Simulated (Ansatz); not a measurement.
HfN (rock salt)

```xyz
2
Lattice="0.0000 2.2627 2.2627 2.2627 0.0000 2.2627 2.2627 2.2627 0.0000" Properties=species:S:1:pos:R:3 pbc="T T T"
N      0.0000     0.0000     0.0000
Hf     2.2627     2.2627     2.2627
```

Computed with r2SCAN (plane waves to 500 eV, PAW, scalar-relativistic; Ansatz, an electronic-structure program). DFPT wavenumbers on a 18×18×18 k mesh, in cm⁻¹ and rounded to 5; i marks imaginary ones, q is in fractions of the reciprocal vectors of the cell shown, and the three acoustic modes at Γ are left out. HfN is run without spin polarisation. HfN was relaxed with its symmetry unable to fall. Spin-orbit coupling is left out, though Hf is heavy.

Q: Is the structure dynamically stable at Γ, L = (0.5, 0.0, 0.0), X = (0.5, 0.5, 0.0)?

A: No imaginary mode at these points (lowest 115 cm⁻¹ at L = (0.5, 0.0, 0.0)); other wave vectors were not tested.

Q: List the wavenumbers at Γ, L = (0.5, 0.0, 0.0), X = (0.5, 0.5, 0.0), with degeneracies.

A: 
```tsv
q	wavenumbers (cm⁻¹)
Γ	490 (×3)
L = (0.5, 0.0, 0.0)	115 (×2), 130, 485, 520 (×2)
X = (0.5, 0.5, 0.0)	145 (×2), 155, 460, 505 (×2)
```
